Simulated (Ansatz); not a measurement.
C:
```
CELL_PARAMETERS angstrom
      2.45452     0.00000     0.00000
     -1.22726     2.12567     0.00000
      0.00000     0.00000    26.00000
ATOMIC_POSITIONS crystal
  C  0.33333 0.66667 0.50000
  C  0.66667 0.33333 0.50000
```
Free-standing layer in the xy plane with vacuum along z and no interaction between images.

Relaxed with r²SCAN+D4.

**Question.** All from DFT-r²SCAN+D4 in the program Ansatz with PAW potentials, unless another level is named. Give the highest zone-centre frequency.

**Answer.** 1590 cm^-1.

**Question.** Next, the dynamical stability at Γ?

**Answer.** no clearly imaginary mode.

Space group P6/mmm (graphene). A layer that has been made, often on a substrate. It is flat by the symmetry kept. The cell was relaxed with r²SCAN+D4 under the symmetry of its start. As this level gives no gap, phonon frequencies hold no LO–TO term and depend on the k-mesh and smearing (Fermi–Dirac, 0.1 eV here).

Potentials: the later of the program's two PAW sets.
